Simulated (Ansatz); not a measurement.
Starting cell, ZnS (zinc blende):

```
CELL_PARAMETERS angstrom
      0.00000     2.69456     2.69456
      2.69456     0.00000     2.69456
      2.69456     2.69456     0.00000
ATOMIC_POSITIONS crystal
  S  0.75000 0.75000 0.75000
  Zn 0.00000 0.00000 0.00000
```

In each cell atom 2 (Zn, nearest neighbour S at 2.334 Å; its periodic images, 3.8 Å or more away, move with it) moves by s·(0.707, 0.707, 0.000) (along Cartesian [110]), the rest being held.

These are r2SCAN (plane waves to 500 eV, PAW, scalar-relativistic; Ansatz, an electronic-structure program) values and carry that method's errors. k mesh 9×9×9 (Γ-centred), Fermi-Dirac smearing 0.05 eV. Energies are smeared free energies. ZnS was relaxed with its symmetry unable to fall. The zero of ΔE is the undisplaced structure.

```tsv
s (Å)	ΔE (meV/cell)
-0.700	2018
-0.560	1167
-0.420	withheld
-0.280	247
-0.140	59
0.000	0
0.140	59
0.280	247
0.420	withheld
0.560	1167
0.700	2018
```

Fit an even polynomial form (powers 2, 4) to the given rows and predict ΔE at s = -0.420.

Least squares on the 9 given rows: ΔE = (3001)·s² + (2283)·s⁴, in meV/cell with s in Å; root-mean-square residual 1.3 meV/cell. At -0.420 the fit gives 600 meV/cell; the calculation gives 599 meV/cell, so the interpolation is off by 1 (+0.2 %). The quadratic term alone would give 529 meV/cell.

(For displaced atoms, the force is minus the slope of the energy, and its curvature is a force constant, which sets phonon frequencies.)
